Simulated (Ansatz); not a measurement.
Given:

Li:
```
Li
1.0
   -1.71706     1.71706     1.71706
    1.71706    -1.71706     1.71706
    1.71706     1.71706    -1.71706
Li
1
Direct
  0.00000   0.00000   0.00000
```

This is the PBEsol-relaxed structure.

### Question
All from plane-wave PAW PBEsol (Ansatz code), unless another level is named. Give the bulk modulus (Birch–Murnaghan fit).

### Answer
13.7 GPa.

### Question
Next, the elastic constants (relaxed ions, GPa)?

### Answer
C11 = 14.6, C12 = 13.2, C44 = 11.2.

Space group Im-3m (bcc (W type)). The cell was relaxed with PBEsol under the symmetry of its start. As this level gives no gap, shear constants depend on the k-mesh and smearing (Fermi–Dirac, 0.1 eV here).

Potentials: the later of the program's two PAW sets.
